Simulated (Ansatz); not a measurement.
HfO$_{2}$:
```cif
data_Hf4O8
_chemical_formula_sum 'Hf4 O8'
_space_group_name_H-M_alt 'P 1'
_space_group_IT_number 1
_cell_length_a 5.52702
_cell_length_b 3.29377
_cell_length_c 6.45304
_cell_angle_alpha 90.000
_cell_angle_beta 90.000
_cell_angle_gamma 90.000
loop_
_space_group_symop_operation_xyz
  'x, y, z'
loop_
_atom_site_label
_atom_site_type_symbol
_atom_site_fract_x
_atom_site_fract_y
_atom_site_fract_z
_atom_site_occupancy
Hf1 Hf 0.75318 0.25000 0.11130 1
Hf2 Hf 0.24682 0.75000 0.88870 1
Hf3 Hf 0.74682 0.75000 0.61130 1
Hf4 Hf 0.25318 0.25000 0.38870 1
O1 O 0.97639 0.75000 0.33944 1
O2 O 0.02361 0.25000 0.66056 1
O3 O 0.52361 0.25000 0.83944 1
O4 O 0.47639 0.75000 0.16056 1
O5 O 0.85965 0.75000 0.92544 1
O6 O 0.14035 0.25000 0.07456 1
O7 O 0.64035 0.25000 0.42544 1
O8 O 0.35965 0.75000 0.57456 1
```

Relaxed with PBEsol. PBEsol in the plane-wave PAW code Ansatz gives a gap of 3.29 eV.

Q: What gap does HSE06 give on the same cell (Ansatz, PAW)?

A: 4.92 eV, 1.63 eV more. The hybrid was solved on a coarser mesh and at special points; the gap given is the minimum over both.

```
k  v1 PBEsol  c1 PBEsol  v1 HSE06  c1 HSE06
-  ---------  ---------  --------  --------
Γ       0.00       3.29      0.00      4.92
X      -0.35       4.23     -0.37      5.92
Z      -0.36       4.23     -0.37      5.92
U      -0.47       5.04         …         …
Y      -0.67       5.26     -0.73      7.04
S      -0.71       5.79         …         …
T      -0.81       5.22         …         …
R      -0.72       6.00         …         …
```

Q: Top valence (v1) and lowest conduction level (c1) in eV from each method's valence maximum (which need not be a listed point): supply the withheld HSE06 values.

A: 
- S, v1 HSE06: -0.75
- S, c1 HSE06: 7.60
- R, v1 HSE06: -0.76
- R, c1 HSE06: 7.83
- T, v1 HSE06: -0.85
- T, c1 HSE06: 6.99
- U, v1 HSE06: -0.48
- U, c1 HSE06: 6.77

Cost on shared cores: the PBEsol run (SCF on a 5×8×5 mesh, then bands and DOS) around 5 core-minutes (rough), the HSE06 run (SCF on 3×5×3, then a few points) very roughly 9 core-minutes; the tasks are unlike.

Space group Pnma. The first step of the workflow began from a Materials Project structure, measured or hypothetical; the Crystallography Open Database copy checked does not list it. It is not the phase usual at ambient conditions (space group No. 14, 29). The PBEsol relaxation kept the symmetry of its start; its stability against distortions is not shown here. No spin polarisation was allowed. Scalar-relativistic: spin–orbit coupling is off unless named, which matters more the heavier the elements.

Potentials: the later of the program's two PAW sets.
